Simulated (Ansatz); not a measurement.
**Band table of Al (fcc type)**

```yaml
crystal:
  lattice:
    - [0.00000, 2.00735, 2.00735]
    - [2.00735, 0.00000, 2.00735]
    - [2.00735, 2.00735, 0.00000]
  atoms:
    - { symbol: Al, position: [0.00000, 0.00000, 0.00000] }
```

The base cell comes from a relaxation on PAW files under the same functional.

Computed with Ansatz 0.2.0; functional PBEsol, scalar-relativistic. Settings: a Γ-centred 16×16×16 k mesh, Fermi–Dirac smearing of 0.1 eV, no spin polarisation. Methods: LAPW: all electrons, basis error target 1 meV/atom.

Path points, in fractions of the reciprocal vectors: Γ (0.000, 0.000, 0.000), X (0.500, 0.000, 0.500), U (0.625, 0.250, 0.625), K (0.375, 0.375, 0.750), L (0.500, 0.500, 0.500), W (0.500, 0.250, 0.750). The distance column jumps between branches of the path. Levels in eV from the Fermi level; bands 5 to 8, counted from the lowest band of the run. The gap is zero, the pressure 0.05 GPa.

```
# k(1/Å) point b5 b6 b7 b8
0.000 Γ -11.30 12.68 12.68 12.68
0.224 - -11.11 11.28 11.28 11.54
0.447 - -10.55 9.59 9.59 9.76
0.671 - -9.62 8.16 8.18 8.18
0.894 - -8.33 6.58 6.89 7.07
1.118 - -6.69 3.34 5.98 6.28
1.341 - -4.74 0.42 5.42 5.80
1.565 X -3.00 -1.64 5.24 5.64
1.644 - -2.98 -1.62 4.52 5.66
1.723 - -2.91 -1.55 3.56 5.72
1.802 - -2.81 -1.44 2.56 5.82
1.881 - -2.66 -1.29 1.57 5.96
1.960 - -2.46 -1.11 0.61 6.14
2.039 - -2.23 -0.96 -0.23 6.36
2.118 U -1.95 -1.43 -0.40 6.62
3.077 K -1.95 -1.43 -0.40 6.62
3.314 - -3.92 -0.86 0.67 7.64
3.551 - -6.13 0.63 2.19 9.02
3.788 - -7.96 2.50 4.05 10.76
4.025 - -9.41 4.76 6.21 12.82
4.262 - -10.46 7.39 8.57 13.50
4.500 - -11.09 10.32 10.98 12.88
4.737 Γ -11.30 12.68 12.68 12.68
4.930 - -11.16 10.55 12.24 12.24
5.124 - -10.74 7.64 11.62 11.62
5.318 - -10.04 4.80 11.15 11.15
5.511 - -9.07 2.13 10.90 10.90
5.705 - -7.83 -0.33 10.88 10.88
5.898 - -6.33 -2.56 11.09 11.09
6.092 L -4.70 -4.44 11.50 11.50
6.250 - -4.62 -4.34 9.83 9.98
6.408 - -4.36 -4.07 7.83 8.19
6.566 - -3.93 -3.62 5.89 6.39
6.724 - -3.32 -3.00 4.08 4.70
6.883 - -2.55 -2.24 2.44 3.15
7.041 - -1.64 -1.41 1.01 1.84
7.199 W -0.90 -0.90 0.09 1.18
7.311 - -1.46 -0.26 -0.15 1.50
7.422 - -1.93 -0.56 0.47 2.15
7.534 - -2.31 -0.94 1.29 2.92
7.646 - -2.61 -1.24 2.20 3.74
7.758 - -2.83 -1.46 3.19 4.58
7.870 - -2.96 -1.60 4.26 5.31
7.981 X -3.00 -1.64 5.24 5.64
```
